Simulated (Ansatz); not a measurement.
**Calculated 43Ca NMR of the central transition for Ca3P2O8**

Cell: a COD entry, its atoms then relaxed with PBE in this cell.

Space group R-3m:H (No. 166); a = 5.2487, c = 18.6735 Å, γ = 120.00°.

```
site  Wyckoff  site symmetry       x       y       z
 Ca1       3a            -3m  0.0000  0.0000  0.0000
 Ca2       6c             3m  0.0000  0.0000  0.2033
   P       6c             3m  0.0000  0.0000  0.4050
  O6       6c             3m  0.0000  0.0000  0.3229
  O8      18h             .m  0.8387  0.1613  0.4331
```

One atom of each set is listed; the run and its k-mesh use a cell of 13 atoms with edges of 6.92, 6.92, 6.92 Å.

The numbers come from a DFT calculation in Ansatz (PBE, plane waves and PAW, scalar-relativistic, 420 eV cutoff, Γ-centred 5×5×5 k-points, Fermi–Dirac smearing 0.02 eV).

43Ca has I = 7/2 and Q = -40.80 mb (Pyykkö 2018); at 21.1 T its Larmor frequency is ν₀ = 60.5 MHz. Only the quadrupole interaction is simulated: positions count from each site's isotropic chemical shift, and J coupling is left out, as are shift anisotropy and dipolar coupling, which fast spinning averages.

(1) Give C_Q, η, the quadrupolar product P_Q = |C_Q|(1 + η²/3)^½, the second-order isotropic shift and the breadth of the pattern (fast magic-angle spinning) for each Ca site.

Answers

(1) 

```tsv
site	first shell	C_Q (MHz)	η	P_Q (MHz)	δ_QIS (ppm)	breadth (kHz)
Ca1	6 O at 2.43 Å	4.73	0.00	4.73	-15.6	2.02
Ca2	10 O at 2.23–2.69 Å	3.87	0.00	3.87	-10.4	1.35
```

δ_QIS = −(ν_Q²/30ν₀²)[I(I+1) − 3/4](1 + η²/3) × 10⁶ ppm with ν_Q = 3|C_Q|/[2I(2I−1)]; it falls as 1/B₀² in ppm, and the breadth as 1/B₀ in kHz.

An axis of threefold or higher order runs through Ca1 and Ca2, so V_zz lies along it and η is zero.

The relaxation (5 steps) took 23 s of wall time (23 s of CPU time) and 0.59 GiB at its peak, on 1 thread of Intel Xeon Platinum 8488C (Sapphire Rapids) (x86_64; 4 cores open to the job, memory cap 2.5 GiB, no GPU), a shared host with a load of 0.3 a core.
